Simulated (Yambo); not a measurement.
## Convergence of the G0W0 gap of BP

G0W0@LDA for BP (wurtzite, space group P6_3mc, No. 186) in Yambo. Reference settings: 6×6×4 Γ-centred k mesh, 84 bands and a 8 Ry block in the screening, 84 bands in G with the Bruneval-Gonze terminator, plasmon pole fitted at 27.2 eV. The LDA gap Γ → K on this mesh is 0.80 eV; G0W0 gaps are taken between the same points.

```csv
change from the reference,G0W0 gap Γ → K (eV),shift of the valence edge (eV),rough Yambo cost
reference settings,1.62,-0.51,1
"65 bands in W, 65 bands in G",1.62,-0.45,within a factor of two
"19 bands in W, 19 bands in G, 3 Ry block",1.47,0.35,about 1/7
"19 bands in W, 19 bands in G, 2 Ry block",1.47,0.35,about 1/6
"19 bands in W, 19 bands in G, 6 Ry block",1.64,0.20,about 1/6
"29 bands in W, 29 bands in G, 3 Ry block",1.35,0.14,about 1/4
"29 bands in W, 29 bands in G, 5 Ry block",1.52,-0.02,about 1/4
"29 bands in W, 29 bands in G, 6 Ry block",1.56,-0.07,about 1/4
"46 bands in W, 46 bands in G, 5 Ry block",1.47,-0.20,about 1/2
"46 bands in W, 46 bands in G, 3 Ry block",1.29,0.00,about 1/2
"65 bands in W, 65 bands in G, 3 Ry block",1.26,-0.06,within a factor of two
2 Ry block,1.25,-0.08,within a factor of two
5 Ry block,1.44,-0.31,within a factor of two
6 Ry block,1.51,-0.39,within a factor of two
6×6×2 mesh,1.63,-0.51,about 1/3
```

The reference isn't shown to be the converged limit. Costs are rough (shared machines), scaled to the same edge states, and given only for runs that recompute the screening.

Geometry relaxed with LDA; primitive cell a = 3.1560 Å, b = 3.1560 Å, c = 5.2363 Å, α = 90.00°, β = 90.00°, γ = 120.00°.

This is not the ordinary phase of the substance; no match was found in the copy of COD used, and its stability was not checked.

A shift is the quasiparticle energy of the state minus its LDA energy.
